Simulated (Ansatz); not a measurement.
**How the functional moves the response of Ca (I4/mmm) (LDA, PBEsol)**

```xyz
1
Lattice="-2.1136 2.1136 2.1044 2.1136 -2.1136 2.1044 2.1136 2.1136 -2.1044" Properties=species:S:1:pos:R:3 pbc="T T T"
Ca    0.0000    0.0000    2.1044
```

This cell (37.60 Å³ an atom) was relaxed by PAW under LDA, and each functional gets its own cell relaxed so. Quantity: harmonic phonons by finite displacements (negative means unstable), on a 2×2×2 q mesh. The structure is a database entry and needn't be the stable phase.

Runs: (1) LDA, all-electron LAPW in Ansatz 0.2.0, scalar-relativistic; k mesh 14×14×14, Fermi-Dirac smearing of 0.050 eV, basis error target 1 meV/atom. (2) PBEsol, all-electron LAPW in Ansatz 0.2.0, scalar-relativistic; k mesh 14×14×14, Fermi-Dirac smearing of 0.100 eV, basis error target 0.5 meV/atom.

Under LDA: highest mode = 178 cm⁻¹, lowest at N = 41.0 cm⁻¹, lowest at X = 38.6 cm⁻¹, lowest at M = 177 cm⁻¹.

**Question.** Which way does PBEsol move the volume, and by how much?

**Answer.** a = 4.330, c = 4.313 Å, 40.43 Å³ an atom: 7.5 % larger.

**Question.** What does PBEsol give for these quantities?

**Answer.** 

| quantity | LDA | PBEsol | change |
| --- | --- | --- | --- |
| highest mode | 178 cm⁻¹ | 171 cm⁻¹ | -4 % |
| lowest at N | 41.0 cm⁻¹ | 36.4 cm⁻¹ | -11 % |
| lowest at X | 38.6 cm⁻¹ | 34.1 cm⁻¹ | -12 % |
| lowest at M | 177 cm⁻¹ | 170 cm⁻¹ | -4 % |

Keep in mind: responses of metals move with mesh and smearing.
